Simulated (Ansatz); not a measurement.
C (diamond)

```
C
1.0
    0.00000     1.78014     1.78014
    1.78014     0.00000     1.78014
    1.78014     1.78014     0.00000
C
2
Direct
  0.00000   0.00000   0.00000
  0.25000   0.25000   0.25000
```

In this cell atom 2 (C, nearest neighbour C at 1.542 Å; its periodic images, 2.5 Å or more away, move with it) is moved by s along Cartesian z, unit vector (0.000, 0.000, 1.000); all other atoms and the cell stay fixed.

Level of theory: r2SCAN (plane waves to 500 eV, PAW, scalar-relativistic; Ansatz, a program for electronic structure). k mesh 13×13×13 (Γ-centred), Fermi-Dirac smearing 0.05 eV. The energy includes the smearing's −TS. Stress and pressure are positive under compression. As the smearing reaches across the gap at some points, energies and forces of such displacements shift with the k mesh and the smearing. F∥ is the force on the atom along that direction. C was relaxed with its symmetry unable to fall. The zero of ΔE is the undisplaced structure.

```
s (Å)   ΔE (meV/cell)  P (GPa)  F∥ (eV/Å)
------  -------------  -------  ---------
-0.460           3096     63.5      8.955
-0.368           2214     43.3      9.792
-0.276           1346     25.5      8.802
-0.184            631     11.7      6.585
-0.092            162      3.0      3.495
0.000               0      0.0      0.000
0.092             162      3.0     -3.495
0.184             631     11.7     -6.585
0.276            1346     25.5     -8.802
0.368            2214     43.3     -9.792
0.460            3096     63.5     -8.955
```

What the scan shows:

Energy at s = 0.460 Å: 3096 meV/cell
Force along the line at s = -0.460 Å: 8.95 eV/Å
Symmetry of the curve: even: the same for both signs
Shape of the curve: a single well with its minimum at or next to zero displacement
Force constant k = d²E/ds² at s = 0 (finite differences): 38.7 eV/Å²
Harmonic estimate at the end of the scan: ½ks² = 4098 meV/cell against the computed 3096 meV/cell, so the well is softer than harmonic there
Zone-centre optical wavenumber from k: 1324 cm⁻¹

(For displaced atoms, the force is minus the slope of the energy, and its curvature is a force constant, which sets phonon frequencies.)
